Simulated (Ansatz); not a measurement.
Ga₃Mo:
```xyz
4
Lattice="-1.8721 1.8721 4.2209 1.8721 -1.8721 4.2209 1.8721 1.8721 -4.2209" Properties=species:S:1:pos:R:3 pbc="T T T"
Ga     0.0000     0.0000     4.2209
Ga     0.0000     1.8721     2.1105
Ga     1.8721     0.0000     2.1105
Mo     0.0000     0.0000     0.0000
```

Relaxed with PBEsol. Special points in fractions of this cell's reciprocal vectors: Γ (0.000, 0.000, 0.000); X (0.000, 0.000, 0.500); P (0.250, 0.250, 0.250); N (0.000, 0.500, 0.000); M (0.500, 0.500, -0.500); S (0.299, 0.701, -0.299); S0 (-0.299, 0.299, 0.299); R (-0.098, 0.098, 0.500); G (0.500, 0.500, -0.098).

**Question.** List the band energies nearest the Fermi level at these points for the program Ansatz at the PBEsol level (PAW).

**Answer.** In eV from the Fermi level; about four levels below and three above (degenerate sets whole), none deeper than 8.9 eV; points with the same levels are listed once.

```csv
k,below,above
Γ,-3.08 -3.08 -0.64 -0.34,1.38 1.38 2.80
X,-5.16 -3.85 -3.78 -3.00,0.23 0.69 1.95
P,-5.86 -3.39 -3.39 -2.58,0.05 0.23 1.50
N,-4.69 -3.20 -2.20 -1.38,0.09 1.84 1.96
M,-1.82 -0.93 -0.93 -0.61,2.75 3.66 4.68
S,-2.57 -2.15 -1.26 -0.16,0.79 1.50 2.39
R,-3.73 -3.18 -2.85 -0.04,0.74 1.44 2.60
```

Space group I4/mmm. A made-up cell: these elements were put on the sites of a structure type; neither database checked (COD, Materials Project) lists it. Whether it is the stable phase at ambient conditions was not checked. The cell was relaxed with PBEsol under the symmetry of its start; its stability against distortions is not shown here. The run is not spin-polarised. Spin–orbit coupling is left out wherever it is not named.

Potentials: the earlier of the program's two PAW sets. The files were generated under PBE; for other functionals the program regenerates the frozen cores, and for LDA and PBEsol the local potential too.
